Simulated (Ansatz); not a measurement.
A geometry of BeCo away from equilibrium: the start of the relaxation of a generated cell, BeCo placed in the AFLOW prototype AB_hP8_194_ad_f (B_i, as in TiAs). Computed with PBE (plane waves to 420 eV, PAW, scalar-relativistic; Ansatz, a quantum-chemistry and plane-wave program). Γ-centred k-mesh 13×13×4 on the run's cell (coarser than for final values), Fermi–Dirac smearing 0.05 eV.

```xyz
8
Lattice="2.8229 0.0000 0.0000 -1.4114 2.4447 0.0000 0.0000 0.0000 9.5233" Properties=species:S:1:pos:R:3 pbc="T T T"
Be     0.0000     1.6298     1.1904
Be     1.4114     0.8149     5.9521
Be     1.4114     0.8149     8.3329
Be     0.0000     1.6298     3.5713
Co     0.0000     0.0000     0.0000
Co     0.0000     0.0000     4.7617
Co     0.0000     1.6298     7.1425
Co     1.4114     0.8149     2.3808
```
Spin-polarised start, with parallel moments on Co.

**Question.** Predict the force on each atom, in eV/Å.

**Answer.** 
```json
[
 {"atom": "Be1", "Fx": "0.00", "Fy": "0.00", "Fz": "0.26"},
 {"atom": "Be2", "Fx": "0.00", "Fy": "0.00", "Fz": "0.26"},
 {"atom": "Be3", "Fx": "0.00", "Fy": "0.00", "Fz": "-0.26"},
 {"atom": "Be4", "Fx": "0.00", "Fy": "0.00", "Fz": "-0.26"},
 {"atom": "Co5", "Fx": "0.00", "Fy": "0.00", "Fz": "0.00"},
 {"atom": "Co6", "Fx": "0.00", "Fy": "0.00", "Fz": "0.00"},
 {"atom": "Co7", "Fx": "0.00", "Fy": "0.00", "Fz": "0.00"},
 {"atom": "Co8", "Fx": "0.00", "Fy": "0.00", "Fz": "0.00"}
]
```

**Question.** What is the pressure?

**Answer.** +32.6 GPa, compression positive.

No spin polarisation in the result: the starting moments vanished. A magnetic state may lie lower.

The run could not lose the symmetry of its start, so the end can be a saddle point.

The end of the path is a generated cell of BeCo: the first start was made by placing the elements on the sites of a structure type, and the end was not matched to a known phase here, so it may be hypothetical.
